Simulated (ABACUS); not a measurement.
A self-consistent single point of the (100) slab of Au (cut from a parent of space group no. 225; 6 atoms in the cell).

```
Au
1.0
    2.94955     0.00000     0.00000
   -2.94955     2.94955     0.00000
    0.00000     0.00000    20.42820
Au
6
Direct
  0.00000   0.00000   0.34685
  0.94915   0.50000   0.24476
  0.00000   0.00000   0.55105
  0.00000   0.50000   0.44895
  0.00000   0.00000   0.75524
  0.00000   0.50000   0.65315
```

All values come from this method and carry its errors: PBE, numerical atomic orbitals DZP (confined pseudo-atomic orbitals with Gaussian additions; energy shift 0.003 Ry), PseudoDojo 0.5 standard norm-conserving PBE (tails mended) pseudopotentials (ABACUS).

ABACUS settings:

| setting | value |
|---|---|
| basis | DZP numerical atomic orbitals, energy shift 0.003 Ry |
| KPT | MP 7 7 1 0 0 0 |
| basis_type | lcao |
| dft_functional | PBE |
| ecutwfc | 100 Ry |
| smearing_method | fd |
| smearing_sigma | 0.00734986 Ry |
| potentials | PseudoDojo 0.5 standard norm-conserving PBE (tails mended) |
| symmetry | 1 |
| symmetry_prec | 1e-05 |
| ks_solver | genelpa |
| scf_nmax | 100 |
| scf_thr | 1.0e-07 |
| mixing_type | broyden |
| mixing_beta | 0.7 |

Results:

```
Item                                                       Value
------------------------------------------------  --------------
Number of valence electrons                                  114
Number of bands                                               69
Number of k-points after the program's reduction              16
Size of the basis                                            156
Number of SCF iterations                                      16
Free energy E − TS                                -24194.4499 eV
Fermi level (on the code's own zero)                     9.51 eV
Pressure averaged over the cell with its vacuum        -1.33 GPa
Largest force (vector length)                         0.154 eV/Å
```

Forces (eV/Å):
```tsv
atom	Fx	Fy	Fz
Au1	-0.153	0.000	-0.014
Au2	0.135	0.000	0.002
Au3	0.001	0.000	-0.022
Au4	0.016	0.000	0.021
Au5	0.001	0.000	-0.056
Au6	0.000	0.000	0.069
```

For comparison: a first run was changed to give this one (atom 2 moved by -0.15 angstrom along x), and from it to this one the free energy goes up by 1.7 meV/atom.

The atom-centred basis is finite, which shifts total energies and forces against plane waves. No clean gap shows at this smearing width and mesh (spacing up to 0.43 Å⁻¹); the mesh is coarse for partly filled bands, so the values carry mesh errors.

Cost on one core: about 80 core-seconds (a rough figure).

The atomic orbitals were generated for these runs; they are not ABACUS's published sets and were checked against plane waves on a few crystals only.

“Tails mended”: in these copies of the files the far tail of each local potential was reset to the Coulomb form.
